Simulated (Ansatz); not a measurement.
# HCl (Fm-3m), two-dimensional strain map

Computed with Ansatz, DFT r2SCAN, scalar-relativistic, plane waves, PAW. Settings: plane waves to 500 eV, k-mesh 16×16×16 (Γ-centred), Gaussian smearing 0.15 eV. No spin polarisation. Energies are free energies at this smearing, counted from the undisturbed cell; pressure is positive in compression.

The starting cell (as given, not relaxed at this level; it stands at -10.0 GPa, and it needn't be the usual structure):

```xyz
2
Lattice="0.0000 2.7375 2.7375 2.7375 0.0000 2.7375 2.7375 2.7375 0.0000" Properties=species:S:1:pos:R:3 pbc="T T T"
H     0.0000    0.0000    0.0000
Cl    2.7375    2.7375    2.7375
```

The cell is strained by p along both x and y and by q along z, fractional coordinates fixed. Points are written (p, q). At -10 GPa the given cell is far from its own equilibrium, so these figures belong to a strongly strained crystal.

Energy above the undisturbed cell in meV/atom (a dash: not computed):

| p \ q | -0.030 | -0.015 | 0.000 | 0.015 | 0.030 |
| --- | --- | --- | --- | --- | --- |
| -0.030 | -114.7 | -96.7 | -80.5 | -65.7 | -52.3 |
| -0.015 | -77.7 | -57.7 | -39.4 | -22.8 | -7.7 |
| 0.000 | -42.4 | -20.2 | 0.0 | 18.4 | 35.2 |
| 0.015 | -8.6 | 15.6 | 37.7 | 57.9 | 76.3 |
| 0.030 | 23.6 | 49.6 | 73.6 | 95.5 | 115.5 |

Pressure in GPa:

```csv
p \ q,-0.030,-0.015,0.000,0.015,0.030
-0.030,-10.4,-10.4,-10.3,-10.3,-10.2
-0.015,-10.3,-10.3,-10.2,-10.1,-10.1
0.000,-10.2,-10.1,-10.0,-9.9,-9.9
0.015,-10.1,-10.0,-9.8,-9.7,-9.6
0.030,-9.9,-9.8,-9.6,-9.5,-9.4
```